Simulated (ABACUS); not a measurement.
Input and output of a self-consistent single point for WS2 (R3m, 3 atoms in the cell; from Materials Project mp-9813) (ABACUS).

All values come from this method and carry its errors: ABACUS with PBEsol, numerical atomic orbitals SZP (confined pseudo-atomic orbitals with Gaussian additions; energy shift 0.003 Ry), PseudoDojo 0.4 standard norm-conserving PBEsol (tails mended) pseudopotentials.

```xyz
3
Lattice="1.5924 0.9194 6.4898 -1.5924 0.9194 6.4898 0.0000 -1.8388 6.4898" Properties=species:S:1:pos:R:3 pbc="T T T"
W      0.0000     0.0000     0.0130
S      0.0000     0.0000     8.0625
S      0.0000     0.0000     4.9437
```

Reference input (self-consistent single point, DFT, LDA (PW92), numerical atomic orbitals SZP (confined pseudo-atomic orbitals with Gaussian additions; energy shift 0.003 Ry), PseudoDojo 0.4 standard norm-conserving LDA (tails mended) pseudopotentials): basis = SZP numerical atomic orbitals, energy shift 0.003 Ry; KPT = Gamma 12 12 12 0 0 0; basis_type = lcao; dft_functional = PWLDA; ecutwfc = 100 Ry; smearing_method = fd; smearing_sigma = 0.000734986 Ry; potentials = PseudoDojo 0.4 standard norm-conserving LDA (tails mended); symmetry = 1; symmetry_prec = 1e-05; ks_solver = genelpa; scf_nmax = 100. This run's input differs from it in these lines:

```diff
@@ -7,3 +7,3 @@
 orbital_dir          ./
-dft_functional       PWLDA
+dft_functional       PBESOL
 ecutwfc              100.0
@@ -28,4 +28,4 @@
 NUMERICAL_ORBITAL
-W_lda_8.3au_2s2p1d1f.orb
-S_lda_6.4au_1s1p1d.orb
+W_pbesol_8.4au_2s2p1d1f.orb
+S_pbesol_6.4au_1s1p1d.orb
```

Output (repeated stretches shortened):

```
 SELF-CONSISTENT
 -------------------------------------------

                  longest orb rcut (Bohr) = 8.4
   longest nonlocal projector rcut (Bohr) = 2.06
                     search radius (Bohr) = 20.9

                          real space grid = [ 81, 81, 81 ]

                                 init_chg = atomic

 LCAO ALGORITHM --------------- ION=   1  ELEC=   1--------------------------------

 Density error is 0.0581420802192
 E_KohnSham     -195.8356134055      -2664.4802136397
 E_Fermi        0.8017270803         10.9080565331

 LCAO ALGORITHM --------------- ION=   1  ELEC=   2--------------------------------

   [... lines left out ...]

   [... 6 blocks of this kind left out ...]

 LCAO ALGORITHM --------------- ION=   1  ELEC=   9--------------------------------

 Density error is 7.12877509895e-07
 E_KohnSham     -195.8568210488      -2664.7687584304
 E_Fermi        0.8055774374         10.9604433284

 LCAO ALGORITHM --------------- ION=   1  ELEC=  10--------------------------------

 Density error is 7.76807602808e-08
 E_KohnSham     -195.8568210488      -2664.7687584304
 E_KS(sigma->0) -195.8568210488      -2664.7687584304
 E_entropy(-TS) 0.0000000000         0.0000000000
 E_Fermi        0.8055777264         10.9604472609
 charge density convergence is achieved
 final etot is -2664.7687584 eV
 EFERMI = 10.960447261 eV

 STATE ENERGY(eV) AND OCCUPATIONS    NSPIN == 1
   [... 20 lines left out ...]

 TOTAL-FORCE (eV/Angstrom)
                        W1         0.0000000000         0.0000000000         0.0061791939
                        S1         0.0000000000         0.0000000000         0.5216753247
                        S2         0.0000000000         0.0000000000        -0.5278545186

 TOTAL-STRESS (KBAR)
        -4.7038446520         0.0000000000         0.0000000000
         0.0000000000        -4.7038423591         0.0000000000
        -0.0000000000         0.0000000000        29.1874986241
 TOTAL-PRESSURE: 6.593271 KBAR

 --------------------------------------------
 !FINAL_ETOT_IS -2664.7687584304476331 eV
 --------------------------------------------
```

The run converged in 10 iterations. Against the reference run the pressure goes from -2.63 to 0.66 GPa, the largest force goes from 0.265 to 0.528 eV/Å and the gap on the mesh goes from 1.037 to 1.055 eV.

Spin-orbit coupling is left out, which matters for bands and gaps with elements this heavy. The atom-centred basis is finite, which shifts total energies, pressures, gaps and forces against plane waves. A single-zeta basis is rough, for pressures and forces above all. The structure comes from a collection of computed structures, made at another level of theory; the collection holds predicted forms beside known ones.

Cost on one core: roughly 70 core-seconds.

The atomic orbitals were generated for these runs; they are not ABACUS's published sets and were checked against plane waves on a few crystals only.

“Tails mended”: in these copies of the files the far tail of each local potential was reset to the Coulomb form.
